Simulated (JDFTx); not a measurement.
System: AlRu(111) (Pm-3m bulk; lattice of mp-542569, not re-optimised at this level), 1x1 cell of 11 atoms in 11 planes (Al outermost, slab composition Al6Ru5), area 15.41 Å² a face, 8.5 Å between the outermost planes in a cell 24.6 Å high; k mesh 6×6×1, Fermi width 0.01 Ha, no spin polarisation. Whether this polymorph is the ambient one wasn't checked.

Method: PBE, GBRV ultrasoft potentials, plane waves to 20/100 Ha, in a modified build of JDFTx. Liquid on both sides: CANDLE, water, 1 M KF; nuclei fixed, outer atoms relaxed in vacuum. Potentials are on the SHE scale by the convention U = −μ/e − 4.44 V; references calibrated for a solvation model differ from this value. Ideal, unreconstructed faces without any overlayer. On the negative side CANDLE's cavity feels the periodic box, so those points shift with the cell height.

Farther out the cavity gives way and the charge runs off; such runs are left out, and the outermost points shown may already feel it.

| U (V vs SHE) | μ (eV) | excess electrons per cell | σ (μC/cm², per face) | run |
|---|---|---|---|---|
| -0.40 | -4.04 | 0.096 | -5.0 | fixed potential |
| -0.23 | -4.21 | 0.000 | 0.0 | neutral |
| -0.10 | -4.34 | ? | ? | fixed potential |
| 0.01 | -4.45 | -0.077 | 4.0 | fixed charge |
| 0.05 | -4.49 | ? | ? | fixed potential |

Problem. Fill in the missing entries, row by row.

Solution. 
- -0.10, excess electrons per cell: -0.042
- -0.10, σ (μC/cm², per face): 2.2
- 0.05, excess electrons per cell: -0.091
- 0.05, σ (μC/cm², per face): 4.7
